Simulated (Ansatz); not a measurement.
MoW:
Space group Pm-3m (No. 221); a = b = c = 3.1605 Å, α = β = γ = 90.00°

```
atom  site  symmetry       x       y       z
----  ----  --------  ------  ------  ------
Mo      1a      m-3m  0.0000  0.0000  0.0000
W       1b      m-3m  0.5000  0.5000  0.5000
```

Relaxed with r²SCAN (plane waves, PAW; program Ansatz). Indices refer to the conventional cell of Pm-3m, a = b = c = 3.161 Å, α = β = γ = 90.00°.

Task: Simulate the powder diffraction pattern (Cu Kα, λ = 1.54184 Å; lines above 1 %) up to 2θ = 90°.

Result: Simulated powder pattern, Cu Kα, λ = 1.54184 Å (kinematic, ideal powder, no thermal factors, no anomalous dispersion; the 30 strongest lines at most, above 1 %, up to 2θ = 90°):

| 2θ (°) | d (Å) | I/Imax (%) | hkl |
|---|---|---|---|
| 28.24 | 3.161 | 11 | (100) |
| 40.36 | 2.235 | 100 | (110) |
| 49.98 | 1.825 | 3.7 | (111) |
| 58.40 | 1.580 | 17 | (200) |
| 66.11 | 1.413 | 5.1 | (210) |
| 73.38 | 1.290 | 35 | (211) |
| 87.25 | 1.117 | 12 | (220) |

The start of the workflow was typed in or built on a structure type; neither database checked (COD, Materials Project) lists it. Whether it is the stable phase at ambient conditions was not checked. The cell was relaxed with r²SCAN under the symmetry of its start; its stability against distortions is not shown here. No spin polarisation was allowed. Spin–orbit coupling is left out wherever it is not named.

Potentials: the earlier of the program's two PAW sets.
